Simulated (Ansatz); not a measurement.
LaAs$_{2}$Ru$_{2}$:
```
CELL_PARAMETERS angstrom
     -2.08720     2.08720     5.47780
      2.08720    -2.08720     5.47780
      2.08720     2.08720    -5.47780
ATOMIC_POSITIONS crystal
  La 0.00000 0.00000 0.00000
  As 0.36193 0.36193 0.00000
  As 0.63807 0.63807 0.00000
  Ru 0.75000 0.25000 0.50000
  Ru 0.25000 0.75000 0.50000
```

Relaxed with r²SCAN. Special points in fractions of this cell's reciprocal vectors: Γ (0.000, 0.000, 0.000); X (0.000, 0.000, 0.500); P (0.250, 0.250, 0.250); N (0.000, 0.500, 0.000); M (0.500, 0.500, -0.500); S (0.286, 0.714, -0.286); S0 (-0.286, 0.286, 0.286); R (-0.073, 0.073, 0.500); G (0.500, 0.500, -0.073).

Question: List the band energies nearest the Fermi level at these points for r²SCAN (plane waves, PAW; program Ansatz).

Answer: In eV from the Fermi level; about four levels below and three above (degenerate sets whole), none deeper than 8.9 eV; points with the same levels are listed once.

```
k                          below                above
-  -----------------------------  -------------------
Γ        -0.82 -0.82 -0.73 -0.50       1.04 1.42 1.42
X        -1.03 -1.02 -0.86 -0.50       1.18 1.30 2.01
P  -1.23 -1.23 -1.02 -1.02 -0.51  1.24 1.24 2.03 2.03
N        -2.24 -2.19 -1.73 -1.41       0.30 1.05 1.16
M        -0.56 -0.56 -0.19 -0.19       0.93 1.04 1.50
S        -2.08 -1.98 -1.98 -0.34       0.29 0.48 1.60
R        -1.05 -0.81 -0.73 -0.45       1.19 1.36 2.00
```

Space group I4/mmm. The workflow started from a Materials Project entry (that database holds measured and hypothetical structures alike); the Crystallography Open Database copy checked does not list it. Its standing as an ambient phase is unchecked. The r²SCAN relaxation kept the symmetry of its start; its stability against distortions is not shown here. No spin polarisation was allowed. Scalar-relativistic: spin–orbit coupling is off unless named, which matters more the heavier the elements.

Potentials: the earlier of the program's two PAW sets.
